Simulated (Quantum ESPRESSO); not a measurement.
# Ti4Cu2RuMo: one run as intended and one with a planted mistake

Computed values, not a measurement. The program is pw.x of Quantum ESPRESSO 7.5 (plane-wave density functional theory). The cell is made up: eight metal atoms on a hexagonal close-packed lattice, with elements, volume, strain and displacements drawn at random and not relaxed, so it may be unstable or far from any real phase. PseudoDojo standard norm-conserving files set the functional (PBE unless stated); there is no spin polarisation or spin-orbit coupling, the Fermi-Dirac width of 0.25 eV means electrons at about 2900 K, and the masses in the input are unused placeholders. The copper pseudopotential is less sure than most, with forces differing by about three percent and pressure by about two GPa from a second method on plain copper. A spin test at this wide smearing found no moment, but such smearing suppresses magnetism that the real alloy may have.

Intended input:

```
&control calculation='scf', pseudo_dir='./dojo.nc.sr.pbe.v0_5.standard.upf', outdir='./o', disk_io='minimal', tprnfor=.true., tstress=.true. /
&system ibrav=0, nat=8, ntyp=4, nbnd=74, ecutwfc=92.02030273, nosym=.true., tot_charge=0,
 occupations='smearing', smearing='fd', degauss=0.0183746611
/
&electrons conv_thr=1.470e-08, electron_maxstep=70, mixing_beta=0.5 /
ATOMIC_SPECIES
Cu 1.0 Cu.upf
Mo 1.0 Mo.upf
Ru 1.0 Ru.upf
Ti 1.0 Ti.upf
CELL_PARAMETERS angstrom
4.1174 -2.4324 0.0266
-2.7773 -0.0065 -4.5358
2.7629 4.896 0.0159
ATOMIC_POSITIONS angstrom
Ti 0.0205 0.0768 0.0797
Cu 1.4086 2.5079 -0.0375
Ti 0.023 1.4611 -2.2741
Ti 1.3301 4.1036 -2.2549
Ru 2.8097 -0.0497 0.0531
Mo 4.1495 2.3836 0.0648
Ti 1.3795 -0.8561 -2.1933
Cu 2.6561 1.5829 -2.3302
K_POINTS automatic
6 5 5 1 1 1
```

The log is shortened where brackets say so; the opening notice, blank lines, dates and the lines on written files are dropped, and the path of the files is cut. It prints rydbergs, bohrs and kilobars, and counts compression as positive stress. Its total energy is the free energy E - TS of the whole cell.

Log of the intended run:

```
     Program PWSCF v.7.5
     Parallel version (MPI & OpenMP), running on       4 processor cores
     Number of MPI processes:                 4
     Threads/MPI process:                     1
     [start-up lines left out]
     bravais-lattice index     =            0
     lattice parameter (alat)  =       9.0372  a.u.
     unit-cell volume          =     819.5847 (a.u.)^3
     number of atoms/cell      =            8
     number of atomic types    =            4
     number of electrons       =       116.00
     number of Kohn-Sham states=           74
     kinetic-energy cutoff     =      92.0203  Ry
     charge density cutoff     =     368.0812  Ry
     scf convergence threshold =      1.5E-08
     mixing beta               =       0.5000
     number of iterations used =            8  plain     mixing
     Exchange-correlation= PBE
                           (   1   4   3   4   0   0   0)
     [axes and pseudopotential details left out]
   Cartesian axes
     site n.     atom                  positions (alat units)
         1        Ti     tau(   1) = (   0.0042867   0.0160593   0.0166657  )
         2        Cu     tau(   2) = (   0.2945453   0.5244145  -0.0078414  )
         3        Ti     tau(   3) = (   0.0048094   0.3055233  -0.4755257  )
         4        Ti     tau(   4) = (   0.2781306   0.8580833  -0.4715109  )
         5        Ru     tau(   5) = (   0.5875224  -0.0103925   0.0111035  )
         6        Mo     tau(   6) = (   0.8676813   0.4984227   0.0135500  )
         7        Ti     tau(   7) = (   0.2884604  -0.1790148  -0.4586300  )
         8        Cu     tau(   8) = (   0.5554038   0.3309923  -0.4872565  )
     number of k points=    75  Fermi-Dirac smearing, width (Ry)=  0.0184
                       cart. coord. in units 2pi/alat
        k(    1) = (   0.1169798   0.0322388  -0.1771079), wk =   0.0266667
        k(    2) = (   0.2038686   0.1787342  -0.2305205), wk =   0.0266667
     [further k points left out]
     Dense  grid:    97793 G-vectors     FFT dimensions: (  60,  64,  72)
     Estimated max dynamical RAM per process >     433.84 MB
     Estimated total dynamical RAM >       1.62 GB
     Initial potential from superposition of free atoms
     starting charge     115.9908, renormalised to     116.0000
     Starting wfcs are   80 randomized atomic wfcs
     total cpu time spent up to now is        8.1 secs
     per-process dynamical memory:   368.0 Mb
     Self-consistent Calculation
     iteration #  1     ecut=    92.02 Ry     beta= 0.50
     Davidson diagonalization with overlap
     ethr =  1.00E-02,  avg # of iterations =  2.5
     total cpu time spent up to now is       27.8 secs
     total energy              =   -1553.50147977 Ry
     estimated scf accuracy    <      32.99622746 Ry
     iteration #  2     ecut=    92.02 Ry     beta= 0.50
     Davidson diagonalization with overlap
     ethr =  1.00E-02,  avg # of iterations =  4.2
     total cpu time spent up to now is       54.6 secs
     total energy              =   -1572.61392746 Ry
     estimated scf accuracy    <      94.65232945 Ry
     [iterations 3 to 23 left out]
     iteration # 24     ecut=    92.02 Ry     beta= 0.50
     Davidson diagonalization with overlap
     ethr =  1.53E-11,  avg # of iterations =  4.3
     total cpu time spent up to now is      467.8 secs
     total energy              =   -1576.03548434 Ry
     estimated scf accuracy    <       0.00000003 Ry
     iteration # 25     ecut=    92.02 Ry     beta= 0.50
     Davidson diagonalization with overlap
     ethr =  1.53E-11,  avg # of iterations =  1.8
     total cpu time spent up to now is      484.2 secs
     End of self-consistent calculation
     [lines on levels left out]
!    total energy              =   -1576.03548434 Ry
     estimated scf accuracy    <          1.1E-09 Ry
     smearing contrib. (-TS)   =      -0.14053292 Ry
     internal energy E=F+TS    =   -1575.89495142 Ry
     The total energy is F=E-TS. E is the sum of the following terms:
     one-electron contribution =    -722.04113036 Ry
     hartree contribution      =     417.79203640 Ry
     xc contribution           =    -217.89548532 Ry
     ewald contribution        =   -1053.75037214 Ry
     convergence has been achieved in  25 iterations
     Forces acting on atoms (cartesian axes, Ry/au):
     atom    1 type  4   force =    -0.00741685   -0.00875445   -0.00449461
     atom    2 type  1   force =     0.01089886   -0.01246010    0.00731543
     atom    3 type  4   force =    -0.00341260    0.04959158   -0.01127766
     atom    4 type  4   force =     0.00865146   -0.05334562    0.02405991
     atom    5 type  3   force =    -0.00379503    0.02355903   -0.02886895
     atom    6 type  2   force =    -0.02578759   -0.00901112   -0.02417333
     atom    7 type  4   force =    -0.00242930    0.01470272    0.00879492
     atom    8 type  1   force =     0.02329104   -0.00428204    0.02864429
     Total force =     0.104839     Total SCF correction =     0.000098
     Computing stress (Cartesian axis) and pressure
          total   stress  (Ry/bohr**3)                   (kbar)     P=       15.31
   0.00015169  -0.00003630   0.00005950           22.32       -5.34        8.75
  -0.00003630   0.00008684  -0.00004917           -5.34       12.77       -7.23
   0.00005950  -0.00004917   0.00007374            8.75       -7.23       10.85
     init_run     :      7.63s CPU      7.98s WALL (       1 calls)
     electrons    :    465.38s CPU    476.11s WALL (       1 calls)
     forces       :      2.36s CPU      2.36s WALL (       1 calls)
     stress       :      8.08s CPU      8.08s WALL (       1 calls)
     [timing details left out]
     PWSCF        :   8m 3.60s CPU   8m14.79s WALL
     JOB DONE.
```

A second run has one planted mistake: two atoms have their elements exchanged. The input lines that differ:

```
- Ti 1.3301 4.1036 -2.2549
+ Cu 1.3301 4.1036 -2.2549
- Cu 2.6561 1.5829 -2.3302
+ Ti 2.6561 1.5829 -2.3302
```

Its log:

```
     Program PWSCF v.7.5
     Parallel version (MPI & OpenMP), running on       4 processor cores
     Number of MPI processes:                 4
     Threads/MPI process:                     1
     [start-up lines left out]
     bravais-lattice index     =            0
     lattice parameter (alat)  =       9.0372  a.u.
     unit-cell volume          =     819.5847 (a.u.)^3
     number of atoms/cell      =            8
     number of atomic types    =            4
     number of electrons       =       116.00
     number of Kohn-Sham states=           74
     kinetic-energy cutoff     =      92.0203  Ry
     charge density cutoff     =     368.0812  Ry
     scf convergence threshold =      1.5E-08
     mixing beta               =       0.5000
     number of iterations used =            8  plain     mixing
     Exchange-correlation= PBE
                           (   1   4   3   4   0   0   0)
     [axes and pseudopotential details left out]
   Cartesian axes
     site n.     atom                  positions (alat units)
         1        Ti     tau(   1) = (   0.0042867   0.0160593   0.0166657  )
         2        Cu     tau(   2) = (   0.2945453   0.5244145  -0.0078414  )
         3        Ti     tau(   3) = (   0.0048094   0.3055233  -0.4755257  )
         4        Cu     tau(   4) = (   0.2781306   0.8580833  -0.4715109  )
         5        Ru     tau(   5) = (   0.5875224  -0.0103925   0.0111035  )
         6        Mo     tau(   6) = (   0.8676813   0.4984227   0.0135500  )
         7        Ti     tau(   7) = (   0.2884604  -0.1790148  -0.4586300  )
         8        Ti     tau(   8) = (   0.5554038   0.3309923  -0.4872565  )
     number of k points=    75  Fermi-Dirac smearing, width (Ry)=  0.0184
                       cart. coord. in units 2pi/alat
        k(    1) = (   0.1169798   0.0322388  -0.1771079), wk =   0.0266667
        k(    2) = (   0.2038686   0.1787342  -0.2305205), wk =   0.0266667
     [further k points left out]
     Dense  grid:    97793 G-vectors     FFT dimensions: (  60,  64,  72)
     Estimated max dynamical RAM per process >     433.84 MB
     Estimated total dynamical RAM >       1.62 GB
     Initial potential from superposition of free atoms
     starting charge     115.9908, renormalised to     116.0000
     Starting wfcs are   80 randomized atomic wfcs
     total cpu time spent up to now is        8.2 secs
     per-process dynamical memory:   368.1 Mb
     Self-consistent Calculation
     iteration #  1     ecut=    92.02 Ry     beta= 0.50
     Davidson diagonalization with overlap
     ethr =  1.00E-02,  avg # of iterations =  2.5
     total cpu time spent up to now is       28.5 secs
     total energy              =   -1559.26314654 Ry
     estimated scf accuracy    <      24.93547980 Ry
     iteration #  2     ecut=    92.02 Ry     beta= 0.50
     Davidson diagonalization with overlap
     ethr =  1.00E-02,  avg # of iterations =  3.9
     total cpu time spent up to now is       53.5 secs
     total energy              =   -1574.60878231 Ry
     estimated scf accuracy    <      58.95991647 Ry
     [iterations 3 to 22 left out]
     iteration # 23     ecut=    92.02 Ry     beta= 0.50
     Davidson diagonalization with overlap
     ethr =  1.66E-10,  avg # of iterations =  3.3
     total cpu time spent up to now is      464.4 secs
     total energy              =   -1576.04531319 Ry
     estimated scf accuracy    <       0.00000018 Ry
     iteration # 24     ecut=    92.02 Ry     beta= 0.50
     Davidson diagonalization with overlap
     ethr =  1.52E-10,  avg # of iterations =  1.0
     total cpu time spent up to now is      480.2 secs
     End of self-consistent calculation
     [lines on levels left out]
!    total energy              =   -1576.04531320 Ry
     estimated scf accuracy    <       0.00000001 Ry
     smearing contrib. (-TS)   =      -0.14352619 Ry
     internal energy E=F+TS    =   -1575.90178700 Ry
     The total energy is F=E-TS. E is the sum of the following terms:
     one-electron contribution =    -716.64209982 Ry
     hartree contribution      =     415.00374702 Ry
     xc contribution           =    -217.86733579 Ry
     ewald contribution        =   -1056.39609841 Ry
     convergence has been achieved in  24 iterations
     Forces acting on atoms (cartesian axes, Ry/au):
     atom    1 type  4   force =     0.01525577   -0.01663514   -0.02356871
     atom    2 type  1   force =     0.00030184   -0.00881089   -0.00199475
     atom    3 type  4   force =    -0.03343464    0.03997293   -0.01372124
     atom    4 type  1   force =     0.01091244   -0.02232816    0.00404210
     atom    5 type  3   force =    -0.00416660    0.01311799    0.00426751
     atom    6 type  2   force =    -0.00288934    0.00129045   -0.00362985
     atom    7 type  4   force =    -0.00671506   -0.00966636    0.00564155
     atom    8 type  4   force =     0.02073559    0.00305917    0.02896339
     Total force =     0.079775     Total SCF correction =     0.000217
     Computing stress (Cartesian axis) and pressure
          total   stress  (Ry/bohr**3)                   (kbar)     P=        7.32
   0.00015293  -0.00003451  -0.00015233           22.50       -5.08      -22.41
  -0.00003451  -0.00000313   0.00004471           -5.08       -0.46        6.58
  -0.00015233   0.00004471  -0.00000057          -22.41        6.58       -0.08
     init_run     :      7.65s CPU      7.99s WALL (       1 calls)
     electrons    :    461.26s CPU    472.07s WALL (       1 calls)
     forces       :      2.49s CPU      2.50s WALL (       1 calls)
     stress       :      8.65s CPU      8.65s WALL (       1 calls)
     [timing details left out]
     PWSCF        :   8m 0.23s CPU   8m11.49s WALL
     JOB DONE.
```

|  | intended run | run with the mistake |
| --- | --- | --- |
| free energy (eV) | -21443.055 | -21443.189 |
| entropy term -TS, part of it (eV) | -1.912 | -1.953 |
| pressure (GPa) | 1.53 | 0.73 |
| size of the largest force component (eV/Å) | 1.372 | 1.028 |
| largest change of a force component (eV/Å) |  | 0.852 |
| iterations | 25 | 24 |

For scale, a rerun of the intended cell at a higher cutoff and on a denser mesh moved values by no more than 0.003 eV in energy, 0.02 GPa in stress and 0.003 eV/Å in force, and a second program with other atomic files agreed on that cell to 2 % rms in force and 0.5 GPa in pressure.